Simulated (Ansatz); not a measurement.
The relaxed structure here is a generated cell of FeS2: the first start was made by placing the elements on the sites of a structure type, and the end was not matched to a known phase here, so it may be hypothetical. Known forms of FeS2 include space group No. 205.

The end point of a relaxation of FeS$_{2}$. Space group I4/mcm (No. 140). Computed with PBEsol (plane waves to 420 eV, PAW, scalar-relativistic; Ansatz, an electronic-structure program).

Space group I4/mcm (No. 140); a = 5.4204 Å, b = 5.4204 Å, c = 5.8108 Å, α = 90.00°, β = 90.00°, γ = 90.00°

| atom | site | symmetry | x | y | z |
|---|---|---|---|---|---|
| S | 8h | m.2m | 0.1385 | 0.3615 | 0.0000 |
| Fe | 4a | 422 | 0.0000 | 0.0000 | 0.2500 |
(The calculation used a cell of 6 atoms; values per cell refer to that cell.)

Question: Predict the magnetic moment from PBEsol.

Answer: Net 1.15 μB/atom, ferromagnetic.

The relaxed cell holds bonded S–S pairs (2.12 Å). Spin state reached: ferromagnetic (net 1.15 μB/atom), from parallel starting moments; other spin orders were not run from this start.

The run could not lose the symmetry of its start, so the end can be a saddle point.
